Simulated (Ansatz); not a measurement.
Relaxing an invented ZnO2 structure

Theory: DFT PBE+D3(BJ), scalar-relativistic, plane waves, PAW in Ansatz. Cutoff 420 eV, Gaussian smearing, Γ-centred meshes. In-plane cell and atoms relax first on a coarse mesh and then on a finer one. In metals the finer mesh still leaves noise of several meV/atom or more. The steps can't lower the symmetry of their start. Collinear spin is switched on along the way, since trial moments persisted in a coarse test.

The cell of ZnO2 is invented: sheets of the MnO2 type as a bilayer (elements of the layers in order: ZnO2 (MnO2 type), ZnO2 (MnO2 type)). A sheet's type names the database crystal that the layer was cut from. The dimensions are guesses.

This is a two-dimensional sheet: the third axis spans vacuum and isn't periodic.

```
CELL_PARAMETERS angstrom
2.88192 0.00000 0.00000
-1.44096 2.49582 0.00000
0.00000 0.00000 21.00000
ATOMIC_POSITIONS crystal
Zn 0.66667 0.33333 0.38617
Zn 0.00000 0.00000 0.61383
O 0.00000 0.00000 0.43786
O 0.33333 0.66667 0.33799
O 0.33333 0.66667 0.56214
O 0.66667 0.33333 0.66201
```

Formation energies are uncorrected and refer to the elements' standard structures at the same level (O₂ as a molecule).

Question: Where does the relaxation end?

Answer: The symmetry stays p3m1 (No. 69). The area per atom grows by 15.9 %, from 1.2 to 1.4 Å². The shortest distance goes from 1.95 Å (Zn–O) to 2.02 Å (Zn–O). The program sets the height of the box itself, so the height of the cell differs between start and end. In-plane cell: a = 3.102 Å, b = 3.102 Å, γ = 120.0°, thickness 5.80 Å between the outermost nuclei. Zn at height 0.93 Å has 6 O at 2.02–2.03 Å; Zn at height 4.87 Å has 6 O at 2.02 Å; O at height 1.89 Å has 3 Zn at 2.03 Å; O at height 0.00 Å has 3 Zn at 2.02 Å; O at height 3.92 Å has 3 Zn at 2.02 Å.

```cif
data_structure
_symmetry_space_group_name_H-M 'P 1'
_symmetry_Int_Tables_number 1
_cell_length_a 3.1020
_cell_length_b 3.1020
_cell_length_c 37.4092
_cell_angle_alpha 90.000
_cell_angle_beta 90.000
_cell_angle_gamma 120.000
_cell_volume 311.73
loop_
_atom_site_label
_atom_site_type_symbol
_atom_site_fract_x
_atom_site_fract_y
_atom_site_fract_z
_atom_site_occupancy
Zn1 Zn 0.66667 0.33333 0.22806 1
Zn2 Zn 0.00000 0.00000 0.33320 1
O1 O 0.00000 0.00000 0.25352 1
O2 O 0.33333 0.66667 0.20312 1
O3 O 0.33333 0.66667 0.30803 1
O4 O 0.66667 0.33333 0.35814 1
```

Question: How does it come out in energy, and is it a metal?

Answer: The energy over the elements is −0.23 eV/atom. The gap on the 12×12×1 mesh of the 6-atom cell is 0 eV (a metal). The net moment per atom is 0.67 μB and the moment by site is Zn 0.2 (×2); O 0.9 (×2), 0.8 (×2) μB.

A negative formation energy is needed for stability but isn't enough: competing phases decide.

The last run used collinear spin and Gaussian smearing of 0.10 eV. The magnetic state reached may not be the lowest. Symmetry constrained the relaxation, so the result can be a saddle point. In all, the 3 runs took 14 min on 1 thread of Intel(R) Xeon(R) Processor @ 2.50GHz (Skylake/Cascade Lake), with other jobs on the host. Site moments count only spheres around the atoms; the net moment includes the space between them.
